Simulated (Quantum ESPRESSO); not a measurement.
```cif
data_CdF3Rb
_chemical_formula_sum 'F3 Rb1 Cd1'
_space_group_name_H-M_alt 'P 1'
_space_group_IT_number 1
_cell_length_a 4.42498
_cell_length_b 4.42498
_cell_length_c 4.42498
_cell_angle_alpha 90.000
_cell_angle_beta 90.000
_cell_angle_gamma 90.000
loop_
_space_group_symop_operation_xyz
  'x, y, z'
loop_
_atom_site_label
_atom_site_type_symbol
_atom_site_fract_x
_atom_site_fract_y
_atom_site_fract_z
_atom_site_occupancy
F1 F 0.00000 0.50000 0.50000 1
F2 F 0.50000 0.00000 0.50000 1
F3 F 0.50000 0.50000 0.00000 1
Rb1 Rb 0.00000 0.00000 0.00000 1
Cd1 Cd 0.50000 0.50000 0.50000 1
```

The geometry is that of Materials Project entry mp-6951, symmetrised and not relaxed again.

Q: What does PBEsol (pw.x of Quantum ESPRESSO, ONCV potentials, scalar-relativistic) give for the electronic structure near the Fermi level?

A: The PBEsol gap is indirect, 3.08 eV, from R to Γ; the smallest direct gap is 4.60 eV. Spin-orbit splittings are left out. The cell is held in this high symmetry; tilts and polar distortions were not searched.

The structure is a Materials Project entry; no match was found in the copy of COD used, and its stability was not checked.
